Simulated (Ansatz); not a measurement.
Calculation for fcc Rh (111), 5 layers: DFT, LDA, PAW with Ansatz's default frozen-core files, scalar-relativistic (Ansatz 0.2.0). This run: Pd in place of Rh in the middle layer.

The slab is cut from a bulk crystal relaxed on PAW files (its atoms may have been relaxed since).

Command: `ansatz run input.yaml --threads 2 --pin off --max-ram 4096MiB --backend cpu --events-out ev --progress --plain --runs-dir out` It took 16 s on 2 threads of Intel(R) Xeon(R) Platinum 8259CL CPU @ 2.50GHz (Skylake/Cascade Lake), on a shared host, peak memory 0.52 GiB.

```yaml
crystal:
  lattice:
    - [2.6548623924, 0.0, 0.0]
    - [-1.3274311962, 2.2991782754, 0.0]
    - [0.0, 0.0, 24.6707]
  atoms:
    - { symbol: Rh, position: [0.8333333333, 0.1666666667, 0.3261591126] }
    - { symbol: Rh, position: [0.1666666667, 0.8333333333, 0.4122699697] }
    - { symbol: Pd, position: [0.5, 0.5, 0.5000000013] }
    - { symbol: Rh, position: [0.8333333333, 0.1666666667, 0.5877300359] }
    - { symbol: Rh, position: [0.1666666667, 0.8333333333, 0.6738408805] }
kpoints:
  mp_grid: { grid: [16, 16, 1] }
scf:
  occupations: { method: fermi_dirac, width: 0.08 }
hamiltonian:
  xc: lda
  pseudopotentials: { kind: paw }
output:
  forces: true
  stress: true
  eigenvalues: true
efield:
  axis: 3
  amplitude: 0
  dipole_correction: true
```

Output:

```
Engine: ansatz 0.2.0
Pseudopotentials: kind: paw
Pseudopotential: Rh, paw, valence charge 17, recommended cutoff 420 eV (normal), Rh.paw.azcp
Pseudopotential: Pd, paw, valence charge 18, recommended cutoff 420 eV (normal), Pd.paw.azcp
Functional definition: SPW92
  exchange = slater_x
  correlation = pw_c
Crystal: 5 atoms, lattice volume = 150.590 Å³
Basis set: ecut = 420 eV, 2993 PW (Γ)
Bands: 52, of which v1, the nominal top of the filled ones, is band 43 counted from 1 (42 counted from 0)
Symmetry: 6 space group operations
k-points: 30 of 256 (time reversal used)
Non-local potential: Rh, projectors of the file, l = 0: 3, l = 1: 2, l = 2: 2, l = 3: 1
Non-local potential: Pd, projectors of the file, l = 0: 2, l = 1: 2, l = 2: 2, l = 3: 1
PAW form: soft (Blöchl's): semilocal exchange-correlation on the pseudo side does not see the compensation charge
PAW frozen core: Rh, regenerated for the run's functional, and the local potential with it (the file was generated under x = pbe(κ = 0.804, μ = 0.2195149727645171), c = pbe(β = 0.06672455060314922))
PAW frozen core: Pd, regenerated for the run's functional, and the local potential with it (the file was generated under x = pbe(κ = 0.804, μ = 0.2195149727645171), c = pbe(β = 0.06672455060314922))
PAW one-centre angular grid: Rh, 590 points (default); XC on 64 Gauss nodes
PAW one-centre angular grid: Pd, 590 points (default); XC on 64 Gauss nodes
Initial density: superposition of atomic densities (neutral atoms: chi_scale 0, normalization atom), corrected by the library's trained network
Initial wavefunctions: pseudopotential atomic-orbital guess
Functional: x = slater, c = lda
SCF iter   1: F=—  HF=-31957.052683 eV  |F-HF|=—  |Δ(HF+E_count)|=         —  Δρ=9.14e-3  dr2=1.80e-1  ethr=1.77e-3  p=0.000 e·Å  D=3.78e-9 V/Å  ΔV_dip=-0.00 eV  dr2_dipole=2.00e-6  V_vac-E_F(+/−)=5.23/5.23 eV  ⟨swp⟩=8.2  Hψ=7001  notcnv=0  defer=14
efield: sawtooth ramp at fractional position 0.9500 (placed from the atoms, in the widest stretch of the axis that holds none; the zero of the levels goes with the place), width 0.1000; the density the first Hamiltonian is built on has a dipole p = 0.000 e·Å; the dipole correction subtracts the counter field D = 3.78e-9 V/Å, which shifts the + side's vacuum level by -0.00 eV against the − side's; the planar-averaged density in the ramp window peaks in size at 1.0e-4 e/Å³
preconditioner: auto → LDOS  [metal: Δε(μ)=0.018 eV  Ē_g=6.500 eV  σ=0.080 eV  W_gap=0.06  n_scr=18 (ndim 8)  ℏωp=20.5 eV  f_vac=0.515  D(μ)=8.69/eV (n_scr^D=102)  β→1.0]
SCF iter   2: F=—  HF=-31957.055874 eV  |F-HF|=—  |Δ(HF+E_count)|=   3.19e-3  Δρ=7.96e-3  dr2=9.40e-2  ethr=2.09e-4  p=0.000 e·Å  D=1.96e-5 V/Å  ΔV_dip=-0.00 eV  dr2_dipole=2.39e-6  V_vac-E_F(+/−)=5.57/5.57 eV  ⟨swp⟩=3.2  Hψ=3763  notcnv=0  defer=25
SCF iter   3: F=—  HF=-31957.031356 eV  |F-HF|=—  |Δ(HF+E_count)|=   2.45e-2  Δρ=1.44e-3  dr2=1.15e-2  ethr=1.09e-4  p=0.000 e·Å  D=1.07e-5 V/Å  ΔV_dip=-0.00 eV  dr2_dipole=7.74e-7  V_vac-E_F(+/−)=5.55/5.55 eV  ⟨swp⟩=2.9  Hψ=3152  notcnv=0  defer=25
SCF iter   4: F=—  HF=-31957.031321 eV  |F-HF|=—  |Δ(HF+E_count)|=   3.49e-5  Δρ=5.29e-4  dr2=1.47e-3  ethr=1.34e-5  p=-0.000 e·Å  D=-2.95e-6 V/Å  ΔV_dip=0.00 eV  dr2_dipole=3.95e-9  V_vac-E_F(+/−)=5.57/5.57 eV  ⟨swp⟩=1.9  Hψ=1655  notcnv=0  defer=25
SCF iter   5: F=—  HF=-31957.031210 eV  |F-HF|=—  |Δ(HF+E_count)|=   1.11e-4  Δρ=2.72e-4  dr2=8.17e-5  ethr=1.71e-6  p=-0.000 e·Å  D=-3.37e-7 V/Å  ΔV_dip=0.00 eV  dr2_dipole=5.55e-9  V_vac-E_F(+/−)=5.59/5.59 eV  ⟨swp⟩=1.9  Hψ=1993  notcnv=0  defer=25
SCF iter   6: F=—  HF=-31957.031252 eV  |F-HF|=—  |Δ(HF+E_count)|=   4.22e-5  Δρ=1.12e-4  dr2=2.53e-5  ethr=9.50e-8  p=0.000 e·Å  D=4.38e-7 V/Å  ΔV_dip=-0.00 eV  dr2_dipole=1.63e-9  V_vac-E_F(+/−)=5.58/5.58 eV  ⟨swp⟩=2.4  Hψ=3064  notcnv=0  defer=25
SCF iter   7: F=—  HF=-31957.031248 eV  |F-HF|=—  |Δ(HF+E_count)|=   3.75e-6  Δρ=3.92e-5  dr2=5.01e-6  ethr=2.94e-8  p=0.000 e·Å  D=3.25e-7 V/Å  ΔV_dip=-0.00 eV  dr2_dipole=2.86e-10  V_vac-E_F(+/−)=5.58/5.58 eV  ⟨swp⟩=2.6  Hψ=2768  notcnv=0  defer=25
SCF iter   8: F=—  HF=-31957.031248 eV  |F-HF|=—  |Δ(HF+E_count)|=   1.29e-7  Δρ=2.03e-5  dr2=9.10e-7  ethr=5.83e-9  p=0.000 e·Å  D=3.34e-8 V/Å  ΔV_dip=-0.00 eV  dr2_dipole=1.52e-10  V_vac-E_F(+/−)=5.58/5.58 eV  ⟨swp⟩=2.3  Hψ=2606  notcnv=0  defer=25
SCF iter   9: F=—  HF=-31957.031248 eV  |F-HF|=—  |Δ(HF+E_count)|=   1.90e-7  Δρ=7.70e-6  dr2=2.04e-7  ethr=1.06e-9  p=0.000 e·Å  D=2.85e-8 V/Å  ΔV_dip=-0.00 eV  dr2_dipole=2.70e-11  V_vac-E_F(+/−)=5.58/5.58 eV  ⟨swp⟩=2.0  Hψ=2274  notcnv=0  defer=25
SCF iter  10: F=-31957.031248 eV  HF=-31957.031248 eV  |F-HF|=1.16e-8  |Δ(HF+E_count)|=  9.13e-10  Δρ=1.61e-6  dr2=2.35e-9  ethr=1.16e-10  p=0.000 e·Å  D=1.02e-8 V/Å  ΔV_dip=-0.00 eV  dr2_dipole=1.85e-12  V_vac-E_F(+/−)=5.58/5.58 eV  ⟨swp⟩=12.4  Hψ=6420  notcnv=0
SCF 1 converged in 10 iterations: F = -31957.031248 eV  dr2 = 2.35e-9
  greatest PAW one-centre occupation: 1.000 electrons in one spin orbital (limit 2), on the Rh atom at site 3 (counted from 0), in its partial waves of l = 0
SCF converged after 10 iterations
Free energy (F): -31957.031248 eV
Harris-Foulkes:  -31957.031248 eV  (|F-HF|=1.16e-8)
Internal energy: -31956.846045 eV  (E = F + TS)
E sigma→0 (E₀):  -31956.938647 eV
Entropy (-TS):   -0.185203 eV (-37.041 meV/atom)
Fermi energy:    7.038747 eV
Dipole field:    D = -0.000002 V/Å  (p = -0.000002 e·Å, saw-weighted, corrected)
Work function:   Φ+ = 5.5797 eV   Φ− = 5.5796 eV
Levels:          The Fermi level and band energies are counted from a zero that moves with the ramp; work functions are not
--- Per-component energies (eV) ---
  E_band       = -1754.726679
  E_kinetic    = 2811.216305
  E_local      = -155629.018315  (includes V_loc(G=0)·N_el)
  E_nonlocal   = 1667.025887
  E_hartree    = 76075.009170
  E_xc         = -1050.314611
  E_vxc        = -1324.198330  (∫ρ·V_xc dr)
  E_paw        = -17479.267201  (= ΣΔE_a)
  E_vpaw       = -1429.768186  (= ΣTr[D̂ρ^β])
  E_aug_tail   = 0.003122  (compensation charges beyond the density's cutoff)
  E_efield     = 0.000000  (sawtooth field / dipole correction)
  E_vefield    = 0.000000  (∫n·V_field dr)
  E_ewald      = 61645.328936
  E_core_change = 3.170662  (= ΣΔE_core)
  E_smearing   = -0.185203  (= −TS)
  E_closure    = 0.000000  (closes the sum)
  Σ components = -31957.031248   (vs F -31957.031248, Δ=0.00e0)
--- Forces (eV/Å), atoms counted from 1 ---
  atom   1  Rh     0.00000000    -0.00000000     0.11085247
  atom   2  Rh    -0.00000000     0.00000000    -0.61118307
  atom   3  Pd     0.00000000    -0.00000000     0.00000165
  atom   4  Rh     0.00000000    -0.00000000     0.61117997
  atom   5  Rh    -0.00000000     0.00000000    -0.11084987
  max |Σ_I F_I| component: 1.15e-6 eV/Å
--- Stress (GPa, compression-positive) ---
       -1.052938       0.000000       0.000000
        0.000000      -1.052938       0.000000
        0.000000       0.000000       1.802957
  P = ⅓ Tr σ = -0.1010 GPa (-1.010 kbar)
--- Band table (eV; the first three rows and the last of 30) ---
  k-point 0: bands = ["-77.7256", "-71.7018", "-71.7014", "-71.3466", "-71.3466", "-43.6311", "-43.2196", "-43.2196", "-39.7622", "-39.7453", "-39.3100", "-39.3100", "-39.3095", "-39.3095", "-39.1064", "-39.1033", "-38.9928", "-38.9928", "-38.9928", "-38.9928", "-1.0063", "-0.0342", "0.4994", "0.9733", "1.0071", "3.3498", "3.4171", "3.4171", "3.7314", "3.7314", "3.7758", "4.0150", "4.0150", "4.2004", "4.3619", "4.3619", "4.3662", "4.3662", "5.4209", "5.4693", "5.4693", "6.1046", "6.1046", "6.3474", "6.3474", "7.2334", "7.2334", "7.2981", "7.4707", "7.4707", "7.9817", "12.3590"]
  k-point 1: bands = ["-77.7233", "-71.6982", "-71.6978", "-71.3433", "-71.3433", "-43.6283", "-43.2379", "-43.2240", "-39.7567", "-39.7406", "-39.3375", "-39.3372", "-39.3162", "-39.3157", "-39.1035", "-39.1010", "-39.0165", "-39.0164", "-38.9985", "-38.9985", "-0.8661", "0.1032", "0.6194", "1.1080", "1.1343", "3.2686", "3.3016", "3.5071", "3.5192", "3.8071", "3.9160", "3.9196", "4.1210", "4.1500", "4.2854", "4.3867", "4.4419", "4.4700", "4.9543", "5.4233", "5.5692", "6.1041", "6.1075", "6.3250", "6.4351", "6.6898", "6.8621", "7.2407", "7.4802", "8.1504", "8.8667", "12.4726"]
  k-point 2: bands = ["-77.7168", "-71.6881", "-71.6878", "-71.3341", "-71.3341", "-43.6205", "-43.2897", "-43.2364", "-39.7412", "-39.7277", "-39.4139", "-39.4122", "-39.3339", "-39.3333", "-39.1046", "-39.1038", "-39.0769", "-39.0757", "-39.0147", "-39.0147", "-0.4685", "0.4787", "0.9435", "1.4560", "1.4910", "2.9573", "3.0789", "3.2426", "3.6983", "3.7531", "3.8337", "4.0112", "4.1055", "4.1686", "4.3784", "4.4269", "4.5031", "4.6597", "4.7554", "5.3692", "5.3705", "5.7588", "5.9658", "6.0902", "6.2997", "6.5325", "7.2555", "7.4219", "7.5029", "9.0863", "10.0475", "12.8095"]
  k-point 29: bands = ["-77.6584", "-71.5970", "-71.5970", "-71.2510", "-71.2510", "-43.5759", "-43.5505", "-43.5185", "-39.8174", "-39.8139", "-39.7382", "-39.7352", "-39.6516", "-39.6513", "-39.4302", "-39.4301", "-39.3419", "-39.3417", "-39.0801", "-39.0800", "1.5949", "1.6662", "1.9546", "2.1140", "2.3618", "2.4335", "2.5039", "2.8451", "3.0360", "3.4999", "3.6961", "3.7215", "4.3631", "4.4091", "4.5944", "4.6225", "5.2242", "5.3048", "5.8597", "6.1073", "6.7075", "6.9377", "7.0474", "7.3102", "7.4001", "12.8409", "13.7398", "14.2058", "14.4419", "14.9245", "15.4538", "15.8804"]
```

The PAW files were made under PBE. The cell is 1×1, so reconstructions are forbidden, and in slabs of four or five layers the relaxations can be far larger than at a real surface.
